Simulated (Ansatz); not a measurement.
Level of theory: DFT PBE, scalar-relativistic, plane waves, PAW in Ansatz 0.2.0. All cells share a 420 eV cutoff and Γ-centred k meshes spaced at most about 0.3 Å⁻¹ (about 0.25 or finer for metals, 2π included). No spin polarisation in the final relaxations.

All energies are static (0 K, no zero-point motion).

Two relaxed structures of SiHgRh:

A. Space group P4/nmm (No. 129), tetragonal, a = 3.357 Å, c = 9.517 Å. Around Si lie 5 Rh at 2.44–2.45 Å and 4 Hg at 3.27 Å; Hg is surrounded by 1 Rh at 2.82 Å, 4 Hg at 3.10 Å, 4 Si at 3.27 Å and 4 Hg at 3.36 Å; around Rh lie 5 Si at 2.44–2.45 Å, 1 Hg at 2.82 Å and 4 Rh at 3.03 Å.

B. Space group P-6m2 (No. 187), hexagonal, a = 4.086 Å, c = 3.571 Å. Si has 3 Rh at 2.36 Å and 6 Hg at 2.96 Å; Hg has 6 Rh at 2.96 Å and 6 Si at 2.96 Å; around Rh lie 3 Si at 2.36 Å and 6 Hg at 2.96 Å.

Question: Which is lower in energy, and by how much?

Answer: A is lower, by 133 meV/atom. A has space group P4/nmm (No. 129), 17.9 Å³/atom and no gap on its mesh; B has space group P-6m2 (No. 187), 17.2 Å³/atom and no gap. Counting Si atoms around Hg and Rh (those within 1.25 times the shortest such distance or 1.15 times the sum of covalent radii; the shortest distance is added where it is long for a bond), A has Hg 4 from 3.3 Å, Rh 5 and B has Hg 6 from 3.0 Å, Rh 3. The lower one is the more open, so pressure narrows the difference. Both come from invented guesses.

Spin–orbit coupling, which can matter for Hg, is left out. Cells relaxed within their symmetry can be saddle points.
